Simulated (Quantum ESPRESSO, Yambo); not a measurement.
Ba$_{2}$RuH$_{6}$ (space group Fm-3m, No. 225). The geometry is that of Materials Project entry mp-697038, symmetrised and not relaxed again. Chain: LDA (pw.x of Quantum ESPRESSO, ONCV potentials, no spin-orbit coupling); G0W0 in Yambo (2×2×2 Γ-centred k mesh, bands 5 to 186 and a 7 Ry block in the screening, 186 bands in G with the Bruneval-Gonze terminator, plasmon pole fitted at 27.2 eV); BSE (6×6×6 mesh, 6 valence and 9 conduction bands, static screening with 69 bands and a 3 Ry block, scissor 1.04 eV, Tamm-Dancoff).

```yaml
LDA gap (dense path): 1.68 eV
LDA gap Γ → X on the GW mesh: 1.68 eV
LDA smallest direct gap on the GW mesh, at X: 1.91 eV
G0W0 direct gap at that point: 2.95 eV
G0W0 correction to the gap Γ → X: 1.02 eV
direct gap on the BSE mesh, with the scissor: 2.95 eV
first BSE state allowed for light along x: 2.67 eV
lowest BSE state: 2.09 eV
binding_of_the_lowest_exciton: 0.86 eV
```

Rough cost of the Yambo steps against G0W0 for 4 states: BSE about 10×.

Nearest settings tried, and what they do to the gap: 142 bands in W, 142 bands in G: -8 meV; 6 Ry block (259 vectors against 307): -7 meV; 4×4×4 mesh: +51 meV. So the settings aren't converged at that level. The k mesh is coarse. The BSE states are vertical excitations (zero momentum); the indirect quasiparticle gap, about 2.69 eV, is smaller than the direct one (2.95 eV on the GW mesh). On a 4×4×4 mesh the exciton binding is 0.86 eV.

Spin-orbit splittings are left out.

The structure is a Materials Project entry; no match was found in the copy of COD used, and its stability was not checked.
